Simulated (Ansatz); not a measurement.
All numbers below come from DFT r2SCAN, scalar-relativistic, plane waves, PAW in Ansatz.

Structure of MgCd$_{3}$:

```
CELL_PARAMETERS angstrom
4.39703 0.00000 0.00000
0.00000 4.39703 0.00000
0.00000 0.00000 4.39703
ATOMIC_POSITIONS crystal
Mg 0.00000 0.00000 0.00000
Cd 0.50000 0.50000 0.00000
Cd 0.50000 0.00000 0.50000
Cd 0.00000 0.50000 0.50000
```

Settings: cutoff 500 eV, Γ-centred mesh 10×10×10 on the computed 4-atom cell, Gaussian smearing of 0.10 eV; no spin polarisation.

Levels along Γ–X–M–Γ–R–X | R–M, in eV from the Fermi level, sorted by energy at each point. Points in fractions of the primitive reciprocal vectors: Γ (0.000 0.000 0.000), X (0.000 0.500 0.000), M (0.500 0.500 0.000), R (0.500 0.500 0.500).
```tsv
point	k (1/Å, with 2π)	band 33	band 34	band 35	band 36	band 37	band 38	band 39
Γ	0.000	-0.87	-0.87	-0.87	0.98	0.98	2.94	7.28
-	0.102	-1.41	-0.81	-0.81	1.01	1.44	3.12	6.91
-	0.204	-2.37	-0.62	-0.62	1.11	2.02	3.79	6.11
-	0.306	-3.36	-0.31	-0.31	1.26	2.37	4.92	5.22
-	0.408	-4.30	0.10	0.10	1.49	2.64	4.35	4.35
-	0.510	-5.18	0.60	0.60	1.78	2.91	3.51	3.51
-	0.612	-5.97	1.16	1.16	2.15	2.75	2.75	3.19
X	0.715	-6.54	1.56	1.56	2.29	2.29	2.50	2.78
-	0.817	-6.48	0.87	1.43	1.62	2.33	2.94	3.11
-	0.919	-6.31	-0.16	0.38	1.81	2.45	3.27	3.30
-	1.021	-6.03	-1.17	-0.63	2.10	2.65	3.50	3.55
-	1.123	-5.66	-2.12	-1.56	2.50	2.93	3.80	3.82
-	1.225	-5.20	-3.00	-2.43	2.98	3.27	4.14	4.19
-	1.327	-4.67	-3.77	-3.19	3.50	3.62	4.53	4.66
M	1.429	-4.27	-4.27	-3.68	3.81	3.81	4.88	4.91
-	1.573	-4.19	-4.14	-2.71	3.02	3.92	4.10	5.04
-	1.718	-3.95	-3.84	-1.20	1.96	3.28	4.22	5.23
-	1.862	-3.56	-3.37	0.49	1.02	2.62	4.71	5.55
-	2.006	-2.99	-2.74	0.23	2.09	2.33	4.66	5.35
-	2.151	-2.26	-2.01	-0.37	1.67	3.09	4.17	4.28
-	2.295	-1.42	-1.27	-0.75	1.25	1.72	3.27	6.14
Γ	2.439	-0.87	-0.87	-0.87	0.98	0.98	2.94	7.28
-	2.616	-1.36	-1.36	-1.12	1.75	1.75	3.40	6.11
-	2.793	-2.05	-2.05	-1.61	3.25	3.25	4.25	4.25
-	2.970	-2.56	-2.56	-2.06	2.48	2.48	3.36	5.10
-	3.147	-2.83	-2.83	-2.36	0.94	0.94	2.00	5.07
-	3.323	-2.88	-2.88	-2.50	-0.34	-0.34	0.81	2.71
-	3.500	-2.73	-2.73	-2.50	-1.31	-1.31	-0.40	0.92
R	3.677	-2.53	-2.53	-2.43	-1.79	-1.79	-1.79	0.35
-	3.821	-3.20	-2.40	-2.35	-1.74	-1.26	-0.65	0.70
-	3.966	-4.10	-2.03	-1.98	-1.55	-0.73	0.92	1.71
-	4.110	-4.91	-1.45	-1.40	-1.23	-0.27	2.65	3.13
-	4.254	-5.58	-0.74	-0.68	-0.65	0.26	4.50	4.79
-	4.399	-6.09	-0.07	0.22	0.25	0.91	5.03	5.30
-	4.543	-6.42	0.80	1.09	1.31	1.69	3.49	3.88
X	4.687	-6.54	1.56	1.56	2.29	2.29	2.50	2.78
R	4.687	-2.53	-2.53	-2.43	-1.79	-1.79	-1.79	0.35
-	4.789	-2.83	-2.83	-2.62	-1.39	-1.39	-1.28	0.52
-	4.891	-3.26	-3.26	-2.84	-0.68	-0.68	-0.47	0.96
-	4.994	-3.63	-3.63	-3.10	0.16	0.16	0.45	1.59
-	5.096	-3.91	-3.91	-3.34	1.09	1.09	1.45	2.35
-	5.198	-4.11	-4.11	-3.52	2.09	2.09	2.52	3.20
-	5.300	-4.23	-4.23	-3.64	3.12	3.12	3.67	4.13
M	5.402	-4.27	-4.27	-3.68	3.81	3.81	4.88	4.91
```

Cost: 1 run of about 1.5 core-minutes, on Arm Neoverse V1 (shared hosts).